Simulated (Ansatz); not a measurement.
IrO2 (rutile)

```xyz
6
Lattice="4.4719 0.0000 0.0000 0.0000 4.4719 0.0000 0.0000 0.0000 3.1538" Properties=species:S:1:pos:R:3 pbc="T T T"
Ir     0.0000     0.0000     0.0000
Ir     2.2359     2.2359     1.5769
O      1.3809     1.3809     0.0000
O      3.6168     0.8550     1.5769
O      0.8550     3.6168     1.5769
O      3.0910     3.0910     0.0000
```

Two coordinates are scanned: the volume, and the ratio of the stretch along z (the conventional c axis) to the stretch across it. Atoms keep their fractional coordinates.

These are PBEsol (plane waves to 420 eV, PAW, scalar-relativistic; Ansatz, a first-principles code) values and carry that method's errors. k mesh 11×11×15 (Γ-centred), Fermi-Dirac smearing 0.05 eV. The energy includes the smearing's −TS. As the atoms are clamped, bonds stretch with the cell, which overstates energies and stresses. With partly filled bands, the response to shear is sensitive to the k mesh, so small differences along c/a are uncertain. IrO2 is run without spin polarisation and with no Hubbard U. IrO2 was relaxed with its symmetry unable to fall. Spin-orbit coupling is left out, though Ir is heavy. The PAW data are Ansatz's earlier set. ΔE is measured from the relaxed starting cell.

```csv
ΔE (kJ/mol of atoms),V/V₀ = 0.920,V/V₀ = 0.947,V/V₀ = 0.973,V/V₀ = 1.000,V/V₀ = 1.027,V/V₀ = 1.053,V/V₀ = 1.080
(c/a)/(c/a)₀ = 0.920,18.4,[?],8.7,6.6,6.1,6.8,8.6
(c/a)/(c/a)₀ = 0.947,12.9,7.7,4.5,[?],[?],4.0,6.2
(c/a)/(c/a)₀ = 0.973,9.2,4.6,1.8,0.7,1.0,2.6,5.2
(c/a)/(c/a)₀ = 1.000,7.3,3.1,0.7,0.0,0.7,2.5,5.4
(c/a)/(c/a)₀ = 1.027,7.1,3.2,1.2,0.7,1.6,[?],6.7
(c/a)/(c/a)₀ = 1.053,8.5,4.9,[?],[?],[?],6.0,9.2
(c/a)/(c/a)₀ = 1.080,11.5,[?],6.2,6.1,7.2,9.5,[?]
```

Question: Some entries are withheld; supply them.

Answer: 
- (c/a)/(c/a)₀ = 0.920, V/V₀ = 0.947: 12.6
- (c/a)/(c/a)₀ = 0.947, V/V₀ = 1.000: 2.9
- (c/a)/(c/a)₀ = 0.947, V/V₀ = 1.027: 2.8
- (c/a)/(c/a)₀ = 1.027, V/V₀ = 1.053: 3.7
- (c/a)/(c/a)₀ = 1.053, V/V₀ = 0.973: 3.0
- (c/a)/(c/a)₀ = 1.053, V/V₀ = 1.000: 2.8
- (c/a)/(c/a)₀ = 1.053, V/V₀ = 1.027: 3.8
- (c/a)/(c/a)₀ = 1.080, V/V₀ = 0.947: 8.0
- (c/a)/(c/a)₀ = 1.080, V/V₀ = 1.080: 12.7

(A scan under strain: stresses follow from slopes of the energy per volume, elastic moduli from its curvatures.)
